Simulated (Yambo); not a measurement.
Rh₂O₃ (corundum, space group R-3c, No. 167), G0W0@LDA in Yambo; all else as in the reference (2×2×2 Γ-centred k mesh, bands 17 to 185 and a 7 Ry block in the screening, 185 bands in G with the Bruneval-Gonze terminator, plasmon pole fitted at 27.2 eV). One parameter is varied: the cutoff of the exchange sum, over 5, 10, 20, 40, 88 Ry.

From which value on does the gap Γ → F stay within 0.05 eV of the largest setting?

From 20 Ry on.
| cutoff of the exchange sum (Ry) | G0W0 gap (eV) | valence shift (eV) |
|---|---|---|
| 5 | 1.35 | 5.44 |
| 10 | 1.22 | 2.78 |
| 20 | 1.08 | 1.05 |
| 40 | 1.04 | 0.35 |
| 88 | 1.04 | 0.27 |
The last step of the sweep still moves the gap by 2 meV; the other settings are held fixed.

Spin-orbit coupling is not included.

Geometry of the Materials Project entry, not relaxed at this level; primitive cell a = 5.500 Å, b = 5.500 Å, c = 5.500 Å, α = 55.76°, β = 55.76°, γ = 55.76°.

A shift is the quasiparticle energy of the state minus its LDA energy.
